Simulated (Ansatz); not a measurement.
AlN (zinc blende)

```
AlN
1.0
    0.00000     2.20161     2.20161
    2.20161     0.00000     2.20161
    2.20161     2.20161     0.00000
N Al
1 1
Cartesian
  3.30241   3.30241   3.30241
  0.00000   0.00000   0.00000
```

Two coordinates are scanned: the volume, and the ratio of the stretch along z (the conventional c axis) to the stretch across it. Atoms keep their fractional coordinates.

Method: PBE (plane waves to 420 eV, PAW, scalar-relativistic; Ansatz, an electronic-structure program). k mesh 13×13×13 (Γ-centred), Fermi-Dirac smearing 0.05 eV. Compression counts positive. AlN was relaxed with its symmetry unable to fall.

At one point of the scan the stress tensor (GPa) is:

```
    2.4      0.0      0.0
    0.0      2.4      0.0
    0.0      0.0      7.0
```

Question: Which point is it?
A) V/V₀ = 0.960, (c/a)/(c/a)₀ = 0.960
B) V/V₀ = 1.000, (c/a)/(c/a)₀ = 0.960
C) V/V₀ = 0.960, (c/a)/(c/a)₀ = 0.920
D) V/V₀ = 0.980, (c/a)/(c/a)₀ = 0.960

Answer: D, V/V₀ = 0.980, (c/a)/(c/a)₀ = 0.960

(Under strain, the slope of the energy per volume gives the stress and its curvature an elastic modulus.)
